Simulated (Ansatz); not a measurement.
All numbers below come from DFT, LDA (PW92), plane waves (420 eV) with PAW, scalar-relativistic in Ansatz 0.2.0. The PAW files were generated under PBE, with cores re-solved for the functional.

An element in the bcc structure gives this curve. The cell is scaled uniformly from the relaxed one, with fractional coordinates and shape fixed. Energies are extrapolated to zero smearing, pressures are those at the given smearing. Magnetic state: spin not included.

```
V (Å³/atom)  E − E₀ (meV/atom)  P (GPa)
     20.038               66.8     9.03
     20.949               27.0     5.50
     21.860                5.7     2.51
     22.771                0.1    -0.04
     23.682                7.8    -2.19
     24.593               26.8    -4.02
     25.504               55.3    -5.56
```

(1) Which element is it?
A. hafnium
B. cadmium
C. indium
D. scandium

Results:

(1) D. Its fit is V₀ = 22.68 Å³/atom, B₀ = 59 GPa, B₀′ = 3.1.
